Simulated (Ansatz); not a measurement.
Relaxed-ion elastic tensor of Ti2InC in space group P6_3/mmc (No. 194; Ti on 4f, In on 2d, C on 2a) in GPa (Voigt order), plane-wave PAW r²SCAN (Ansatz code); density 6.16 g/cm³, 15.01 Å³ per atom.

```
 303  71.2  57.5   0.0   0.0   0.0
71.2   303  57.5   0.0   0.0   0.0
57.5  57.5   265   0.0   0.0   0.0
 0.0   0.0   0.0  93.9   0.0   0.0
 0.0   0.0   0.0   0.0  93.9   0.0
 0.0   0.0   0.0   0.0   0.0   116
```

Problem. Is the crystal mechanically stable?

Solution. Yes: the smallest eigenvalue of C is 93.9 GPa.

Problem. Work out the Voigt, Reuss and Hill averages.

Solution. K_V = 138, K_R = 137, K_H = 138; G_V = 106, G_R = 105, G_H = 106 GPa.

Problem. Give Young's modulus, Poisson's ratio, Pugh's ratio and the universal anisotropy index.

Solution. E = 9KG/(3K + G) = 253 GPa; ν = 0.19; K/G = 1.30 (brittle by the Pugh limit of 1.75); A_U = 5G_V/G_R + K_V/K_R − 6 = 0.06.

Problem. Estimate the sound speeds and the Debye temperature.

Solution. v_l = √((K + 4G/3)/ρ) = 6730 m/s, v_t = √(G/ρ) = 4150 m/s, mean 4570 m/s; Θ = (h/k)(3n/4πV)^(1/3) v_m = 552 K.

Problem. How much does each axis shrink under pressure?

Solution. Linear compressibilities β_i = Σ_j S_ij (j = 1 to 3): x 2.2, y 2.2, z 2.8 per TPa.

The workflow started from a Materials Project entry (that database holds measured and hypothetical structures alike); the Crystallography Open Database copy checked does not list it. Its standing as an ambient phase is unchecked. The r²SCAN relaxation kept the symmetry of its start; whether a distortion lowers the energy is not shown. The run is not spin-polarised. As this level gives no gap, shear constants depend on the k-mesh and smearing (Fermi–Dirac, 0.1 eV here).

Potentials: the later of the program's two PAW sets.
